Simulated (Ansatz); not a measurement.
The relaxed structure here is a generated cell of Au: the first start was made by placing the elements on the sites of a structure type, and the end was not matched to a known phase here, so it may be hypothetical. Known forms of Au include space group No. 225.

A relaxed structure of Au. Space group I4/mmm (No. 139), AFLOW prototype A_tI2_139_a (A_a). Calculation: PBE (plane waves to 420 eV, PAW, scalar-relativistic; Ansatz, a program for electronic structure).

```xyz
1
Lattice="-1.7512 1.7512 1.4759 1.7512 -1.7512 1.4759 1.7512 1.7512 -1.4759" Properties=species:S:1:pos:R:3 pbc="T T T"
Au     0.0000     0.0000     0.0000
```

For Au, the volume per atom is 18.11 Å³ and the band gap is zero (metallic). The shortest distances comes out as Au–Au 2.88 Å and the k-mesh comes out as 20×20×20.

No spin polarisation in the result.

The run could not lose the symmetry of its start, so the end can be a saddle point.
